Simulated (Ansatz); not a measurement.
CrN$_{2}$ in space group Pnnm (No. 58; Cr on 2a, N on 4g) under volume change, the program Ansatz at the PBEsol level (PAW), shape and atoms relaxed at each volume.

```json
[
 {"V (Å³/atom)": "7.595", "E − E(relaxed) (meV/atom)": "(withheld)", "P (GPa)": "(withheld)"},
 {"V (Å³/atom)": "7.846", "E − E(relaxed) (meV/atom)": "27.4", "P (GPa)": "18.61"},
 {"V (Å³/atom)": "8.096", "E − E(relaxed) (meV/atom)": "(withheld)", "P (GPa)": "(withheld)"},
 {"V (Å³/atom)": "8.346", "E − E(relaxed) (meV/atom)": "0.0", "P (GPa)": "0.00"},
 {"V (Å³/atom)": "8.597", "E − E(relaxed) (meV/atom)": "5.7", "P (GPa)": "-7.06"},
 {"V (Å³/atom)": "8.847", "E − E(relaxed) (meV/atom)": "21.3", "P (GPa)": "-12.77"},
 {"V (Å³/atom)": "9.098", "E − E(relaxed) (meV/atom)": "45.3", "P (GPa)": "-17.73"}
]
```

**Question.** Some entries are withheld; supply them.

**Answer.** 
- 7.595, E − E(relaxed) (meV/atom): 65.6
- 7.595, P (GPa): 30.56
- 8.096, E − E(relaxed) (meV/atom): 6.4
- 8.096, P (GPa): 8.49

**Question.** What does a third-order Birch–Murnaghan fit give for V₀, B₀ and B′?

**Answer.** V₀ = 8.35 Å³/atom, B₀ = 256 GPa, B′ = 5.0.

The first step of the workflow began from a Materials Project structure, measured or hypothetical; the Crystallography Open Database copy checked does not list it. Whether it is the stable phase at ambient conditions was not checked. Symmetry was held in the PBEsol relaxation; its stability against distortions is not shown here. Spin order of the final state: ferromagnetic, chosen from 5 collinear starts compared on coarse meshes (ties went to the first, and starts can fall back to one state), not a proven ground state. No Hubbard U is applied.

Potentials: the later of the program's two PAW sets.
